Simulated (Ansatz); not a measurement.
Lattice vibrations of ZnPd3 at Γ

Computed with Ansatz 0.2.0, DFT LDA, scalar-relativistic, plane waves, PAW. Settings: 420 eV plane-wave cutoff, Γ-centred 12×12×12 mesh, Fermi-Dirac smearing of 0.15 eV. No spin polarisation. Phonons by linear response, acoustic sum rule imposed.

Equilibrium structure at this level:
```yaml
crystal:
  lattice:
    - [3.80886, 0.00000, 0.00000]
    - [0.00000, 3.80886, 0.00000]
    - [0.00000, 0.00000, 3.80886]
  atoms:
    - { symbol: Zn, position: [0.00000, 0.00000, 0.00000] }
    - { symbol: Pd, position: [0.00000, 0.50000, 0.50000] }
    - { symbol: Pd, position: [0.50000, 0.00000, 0.50000] }
    - { symbol: Pd, position: [0.50000, 0.50000, 0.00000] }
```

In a metal, frequencies and elastic constants depend on the k mesh and the smearing, soft modes and shear constants most.

Optical modes at Γ; i marks an imaginary frequency:
```
frequency (meV) degeneracy
           17.8           3
           18.5           3
           29.3           3
```

All 9 optical modes at Γ are real: no displacement of atoms at fixed cell lowers the energy to second order. Strains and modes at other wave vectors aren't tested by this run.

Whether ZnPd3 exists in this form wasn't checked.

Cost: 1 run of about 2.5 core-minutes, on Intel Xeon 6975P-C (Granite Rapids) (shared hosts).